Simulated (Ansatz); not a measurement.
# Property card for Cd3AgS4

These are results of DFT PBE, scalar-relativistic, plane waves, PAW (Ansatz), not measurements.

Plane waves to 420 eV, a k mesh through Γ of 8×8×8 on the computed 8-atom cell and Gaussian smearing (0.10 eV); no spin polarisation.

The structure is relaxed at this level of theory with its symmetry kept, and needn't be the ground state of this composition.

```cif
data_structure
_symmetry_space_group_name_H-M 'P 1'
_symmetry_Int_Tables_number 1
_cell_length_a 5.4463
_cell_length_b 5.4463
_cell_length_c 5.4463
_cell_angle_alpha 90.000
_cell_angle_beta 90.000
_cell_angle_gamma 90.000
_cell_volume 161.55
loop_
_atom_site_label
_atom_site_type_symbol
_atom_site_fract_x
_atom_site_fract_y
_atom_site_fract_z
_atom_site_occupancy
Cd1 Cd 0.50000 0.50000 0.00000 1
Cd2 Cd 0.50000 0.00000 0.50000 1
Cd3 Cd 0.00000 0.50000 0.50000 1
Ag1 Ag 0.00000 0.00000 0.00000 1
S1 S 0.50000 0.50000 0.50000 1
S2 S 0.00000 0.00000 0.50000 1
S3 S 0.00000 0.50000 0.00000 1
S4 S 0.50000 0.00000 0.00000 1
```

| Quantity | Value |
| --- | --- |
| Space group | Pm-3m (No. 221) |
| Volume per atom | 20.19 Å³ |
| Formation energy from the elements' standard states (uncorrected) | -0.368 eV/atom |
| Kohn–Sham band gap | none (metal) |
| Density of states at the Fermi level | 1.5 states/eV per cell |
| Orbital (Löwdin) character within 0.5 eV of the Fermi level | S 3p 80 %, Ag 4d 12 % |
| Bader charge by site (e) | Cd (3 in the cell) 0.94, Ag (1 in the cell) 0.50, S (1 in the cell) -0.92, S (3 in the cell) -0.80 |

The cell was found from a structure generator's guess, not taken from experiment. Löwdin shares on free-atom orbitals overweight diffuse shells.
